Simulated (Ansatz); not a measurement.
## YbSe: relaxation of cell and atoms

Theory: DFT, PBEsol, all-electron LAPW, scalar-relativistic (Ansatz 0.2.0).

Command: `ansatz run input.yaml --threads 1 --pin off --max-ram 3072MiB --backend cpu --events-out ev --progress --plain --runs-dir out` The run took 76 s on 1 thread of Arm Neoverse V1 (shared host), peak memory 0.41 GiB.

```yaml
crystal:
  lattice:
    - [0.0, 2.9335, 2.9335]
    - [2.9335, 0.0, 2.9335]
    - [2.9335, 2.9335, 0.0]
  atoms:
    - { symbol: Yb, position: [0.0, 0.0, 0.0] }
    - { symbol: Se, position: [0.5, 0.5, 0.5] }
kpoints:
  mp_grid: { grid: [10, 10, 10] }
scf:
  occupations: { method: fermi_dirac, width: 0.05 }
hamiltonian:
  xc: pbesol
  pseudopotentials: { kind: all_electron, lapw: { basis_error: 0.001 } }
output:
  forces: true
  stress: true
relax:
  f_tol: 0.005
  max_steps: 80
  cell: {}
```

Where the f shell is localised, expect the real compound to differ from this run without U.

Spin–orbit coupling is left out, though it moves levels of the heavy atoms by tenths of an eV or more.

The cell comes from COD entry 1010894, which wasn't checked; take it as a given geometry. It is an old determination, and later ones may differ.

Each frame lists the cell vectors (Å), then Cartesian positions (Å); symmetry keeps all forces zero. Free energies count from the first step, -448509.4180 eV.

The walk took 5 evaluations in all; steps that aren't listed are left out.

Step 1: E = 0.0 meV, P = -3.54 GPa

```
cell 0.0000 2.9335 2.9335 2.9335 0.0000 2.9335 2.9335 2.9335 0.0000
Yb    0.0000    0.0000    0.0000
Se    2.9335    2.9335    2.9335
```

Step 2:

```
cell 0.0000 2.8395 2.8395 2.8395 0.0000 2.8395 2.8395 2.8395 0.0000
Yb    0.0000    0.0000    0.0000
Se    2.8395    2.8395    2.8395
```

Step 3: E = -40.7 meV, P = -0.20 GPa

```
cell 0.0000 2.8682 2.8682 2.8682 0.0000 2.8682 2.8682 2.8682 0.0000
Yb    0.0000    0.0000    0.0000
Se    2.8682    2.8682    2.8682
```

(1) Give the energy, pressure of step 2.

(2) How does the relaxation end?

## Answers

(1) E = -34.5 meV, P = 1.65 GPa
```
Yb    0.0000    0.0000    0.0000
Se    2.8395    2.8395    2.8395
```

(2) It converges, with a = 5.730 Å, b = 5.730 Å, c = 5.730 Å, α = 90.00°, β = 90.00°, γ = 90.00° (conventional cell, space group Fm-3m). The last solve (on a basis chosen afresh for the final cell, so its energy is not quite comparable) gives E = -40.8 meV, P = -0.01 GPa:
```
cell 0.0000 2.8651 2.8651 2.8651 0.0000 2.8651 2.8651 2.8651 0.0000
Yb    0.0000    0.0000    0.0000
Se    2.8651    2.8651    2.8651
```
